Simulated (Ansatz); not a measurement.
Values for one crystal, relaxed and computed with the program Ansatz at the PBEsol level (PAW); other levels are named.

```yaml
volume_per_atom: 9.48 Å³
electronic_character: metallic (no gap)
Bulk modulus (Birch–Murnaghan fit): 223 GPa
Formation energy from the elements (no fitted shifts): 0.015 eV/atom
Density of states at the Fermi level: 0.72 states/eV per atom (mean over ±0.08 eV)
Pressure derivative B′: 5.5
```

**Question.** Pick the material that matches.
A) InSb, zinc blende
B) AlN, CsCl type
C) SnTe, rock salt
D) Ni3C, R-3c (Ni on 18e, C on 6b)

**Answer.** D, Ni3C, R-3c (Ni on 18e, C on 6b)

The workflow started from an entry of the Crystallography Open Database (COD). Whether it is the stable phase at ambient conditions was not checked. Symmetry was held in the PBEsol relaxation; whether a distortion lowers the energy is not shown. The workflow began spin-polarised and lost its moments. The references are the lowest solids computed at this level, not always the standard phases.

Potentials: the later of the program's two PAW sets.
